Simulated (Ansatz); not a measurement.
Consider the following.

LiCl:
```cif
data_Cl2Li2
_chemical_formula_sum 'Li2 Cl2'
_space_group_name_H-M_alt 'P63mc'
_space_group_IT_number 186
_space_group_name_Hall 'P 6c -2c'
_cell_length_a 3.79880
_cell_length_b 3.79880
_cell_length_c 6.04132
_cell_angle_alpha 90.000
_cell_angle_beta 90.000
_cell_angle_gamma 120.000
loop_
_atom_site_label
_atom_site_type_symbol
_atom_site_symmetry_multiplicity
_atom_site_Wyckoff_symbol
_atom_site_fract_x
_atom_site_fract_y
_atom_site_fract_z
_atom_site_occupancy
Li1 Li 2 b 0.33333 0.66667 0.37878 1
Cl1 Cl 2 b 0.66667 0.33333 0.49622 1
```

This is the LDA-relaxed structure.

**Question.** All from LDA (plane waves, PAW; program Ansatz), unless another level is named. Estimate the band gap.

**Answer.** 5.86 eV (direct).

**Question.** Give the electron effective mass.

**Answer.** 0.51 mₑ (isotropic).

**Question.** Predict the hole effective mass.

**Answer.** 0.50, 3.7, 3.7 mₑ (principal values).

**Question.** Predict the weight of the conduction-edge state by species (Voronoi cells).

**Answer.** Li 53 %, Cl 47 %.

**Question.** Next, the weight of the valence-edge state by species (Voronoi cells)?

**Answer.** Cl 91 %, Li 9 %.

**Question.** Next, the valence-band maximum?

**Answer.** at Γ.

Space group P6_3mc (wurtzite). The workflow started from a Materials Project entry (that database holds measured and hypothetical structures alike); the Crystallography Open Database copy checked does not list it. It is not the phase usual at ambient conditions (space group No. 225). The LDA relaxation kept the symmetry of its start; phonons on a q-mesh show no instability.

Potentials: the later of the program's two PAW sets.
